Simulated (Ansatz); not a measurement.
Input:

KI:
```
KI
1.0
    0.00000     3.59116     3.59116
    3.59116     0.00000     3.59116
    3.59116     3.59116     0.00000
K I
1 1
Direct
  0.00000   0.00000   0.00000
  0.50000   0.50000   0.50000
```

This is the PBE-relaxed structure.

Task: All from PBE (plane waves, PAW; program Ansatz), unless another level is named. Estimate the HSE06 gap on the PBE cell.

Result: 4.84 eV.

Task: Next, the hole effective mass, band 2 of 3 at the edge?

Result: 2.8 along [100], 2.7 along [110], 2.7 along [111] (mₑ).

Task: What about the gap with spin–orbit coupling?

Result: 3.54 eV.

Task: Predict the formation energy from the elements (no fitted shifts).

Result: -1.50 eV/atom.

Task: Give the weight of the conduction-edge state by species (Voronoi cells).

Result: K 57 %, I 43 %.

Space group Fm-3m (rock salt). The cell was relaxed with PBE under the symmetry of its start; phonons on a q-mesh show no instability. The references are the lowest solids computed at this level, not always the standard phases. Scalar-relativistic: spin–orbit coupling is off unless named, which matters more the heavier the elements.

Potentials: the later of the program's two PAW sets.
